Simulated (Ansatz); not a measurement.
**GeSe, first-principles data**

GeSe:
```
GeSe
1.0
    0.00000     3.17512     3.17512
    3.17512     0.00000     3.17512
    3.17512     3.17512     0.00000
Se Ge
1 1
Direct
  0.25000   0.25000   0.25000
  0.00000   0.00000   0.00000
```

Space group F-43m (No. 216), zinc blende; conventional cell a = 6.350 Å, b = 6.350 Å, c = 6.350 Å, α = 90.00°, β = 90.00°, γ = 90.00°.

Method: PBE (plane waves, PAW; program Ansatz). The cell and atoms are relaxed at this level. Other levels are named where they apply.

**Cell and energy**

```
Quantity                                                      Result
-----------------------------------------------------  -------------
Volume per atom                                             32.01 Å³
Density                                                   3.93 g/cm³
Formation energy from the elements (no fitted shifts)  0.011 eV/atom
```

**Electronic structure**

```
Property                                                                     Value
------------------------------------  --------------------------------------------
Electronic character                                             metallic (no gap)
Density of states at the Fermi level  0.08 states/eV per atom (mean over ±0.08 eV)
```

**Mechanics**

```
Property                              Result
----------------------------------  --------
Bulk modulus (Birch–Murnaghan fit)  35.1 GPa
Pressure derivative B′                   2.9
```

A made-up cell: these elements were put on the sites of a structure type; neither database checked (COD, Materials Project) lists it. It is not the phase usual at ambient conditions (space group No. 62). The cell was relaxed with PBE under the symmetry of its start; its stability against distortions is not shown here. The references are the lowest solids computed at this level, not always the standard phases. Spin–orbit coupling is left out wherever it is not named.

Potentials: the later of the program's two PAW sets.
